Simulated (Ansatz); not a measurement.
Input:

CaGaGeH:
```cif
data_HCaGaGe
_chemical_formula_sum 'Ca1 Ga1 Ge1 H1'
_space_group_name_H-M_alt 'P3m1'
_space_group_IT_number 156
_space_group_name_Hall 'P 3 -2"'
_cell_length_a 4.05464
_cell_length_b 4.05464
_cell_length_c 4.56616
_cell_angle_alpha 90.000
_cell_angle_beta 90.000
_cell_angle_gamma 120.000
loop_
_atom_site_label
_atom_site_type_symbol
_atom_site_symmetry_multiplicity
_atom_site_Wyckoff_symbol
_atom_site_fract_x
_atom_site_fract_y
_atom_site_fract_z
_atom_site_occupancy
Ca1 Ca 1 b 0.33333 0.66667 0.99561 1
Ga1 Ga 1 a 0.00000 0.00000 0.56239 1
Ge1 Ge 1 c 0.66667 0.33333 0.42185 1
H1 H 1 a 0.00000 0.00000 0.93895 1
```

This is the LDA-relaxed structure.

Task: All from LDA in the plane-wave PAW code Ansatz, unless another level is named. Predict the band gap.

Result: 0.22 eV (indirect).

Task: What about the electron effective mass?

Result: 0.14, 0.26, 4.9 mₑ (principal values).

Task: What about the hole effective mass?

Result: 0.17, 0.27, 0.27 mₑ (principal values).

Task: Give the conduction-band minimum.

Result: at M (3 equivalent valleys).

Task: Next, the weight of the valence-edge state by species (Voronoi cells)?

Result: Ge 43 %, H 34 %, Ca 14 %, Ga 9 %.

The workflow started from a Materials Project entry (that database holds measured and hypothetical structures alike); the Crystallography Open Database files this formula in space group No. 156, but the cells were not matched. Its standing as an ambient phase is unchecked. The cell was relaxed with LDA under the symmetry of its start; of distortions, only those at the zone centre were tested. Spin–orbit coupling is left out wherever it is not named.

Potentials: the later of the program's two PAW sets.
